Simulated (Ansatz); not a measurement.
# LaTl₃: frozen-core PAW against all-electron methods

```yaml
crystal:
  lattice:
    - [4.70302, 0.00000, 0.00000]
    - [0.00000, 4.70302, 0.00000]
    - [0.00000, 0.00000, 4.79900]
  atoms:
    - { symbol: La, position: [0.00000, 0.00000, 0.00000] }
    - { symbol: Tl, position: [0.00000, 0.50000, 0.50000] }
    - { symbol: Tl, position: [0.50000, 0.00000, 0.50000] }
    - { symbol: Tl, position: [0.50000, 0.50000, 0.00000] }
```

Atoms are numbered in the order listed.

Conventional cell: a = 4.703 Å, b = 4.703 Å, c = 4.799 Å, α = 90.00°, β = 90.00°, γ = 90.00°. Around La (atom 1) lie 12 Tl at 3.33 to 3.36 Å. Tl (atom 2) has 8 Tl at 3.33 to 3.36 Å and 4 La at 3.36 Å as nearest neighbours. Around Tl (atom 4) lie 4 La at 3.33 Å and 8 Tl at 3.36 Å.

The cell is COD entry 1538104, as deposited and not checked against the literature; nothing was relaxed. The listed cell was then made from it by scaling, straining or moving an atom.

No spin–orbit coupling, which matters for the heavy atoms here.

Levels of theory: DFT, PBEsol, PAW with Ansatz's default frozen-core files, scalar-relativistic (Ansatz 0.2.0); DFT, PBEsol, all-electron PAW with datasets made for the crystal, scalar-relativistic (Ansatz 0.2.0); DFT, PBEsol, all-electron LAPW, scalar-relativistic (Ansatz 0.2.0).

For PAW: a Γ-centred 8×8×8 k mesh, Fermi–Dirac smearing of 0.05 eV, cutoff 420 eV, no spin polarisation; the PAW files were made with PBE, and the program remakes their frozen cores for this functional. The crystal-made all-electron datasets (AE datasets) take a cutoff of 260 eV at this cell. LAPW targets a basis error of 1 meV/atom. The Ansatz runs share mesh, smearing and spin set-up. Plane-wave (PAW) pressures include the program's estimate of the Pulay term.

Stress and pressure are positive in compression.

The change that made this cell: equal xx and yy strain of -2 %.

No spin–orbit coupling: at heavy atoms the gradients can be off by tens of per cent for that reason.

In a metal, gradients converge slowly with the k mesh: the values move by tens of per cent from one mesh to another, at times in sign, so only the comparison on one mesh counts.

| quantity | PAW | AE datasets | LAPW |
| --- | --- | --- | --- |
| pressure (GPa) | 2.23 | 2.26 | 2.26 |
| stress xx (GPa) | 2.54 | 2.56 | 2.56 |
| stress zz (GPa) | 1.62 | 1.65 | 1.65 |
| largest principal field gradient Vzz at La1 (10²¹ V/m²) | 1.31 | 1.33 | – |
| largest principal field gradient Vzz at Tl2 (10²¹ V/m²) | ? | 26.07 | – |
| largest principal field gradient Vzz at Tl4 (10²¹ V/m²) | 26.61 | 26.40 | – |

Task: What belongs in the row "largest principal field gradient Vzz at Tl2 (10²¹ V/m²)", column "PAW"?

Result: 26.23.
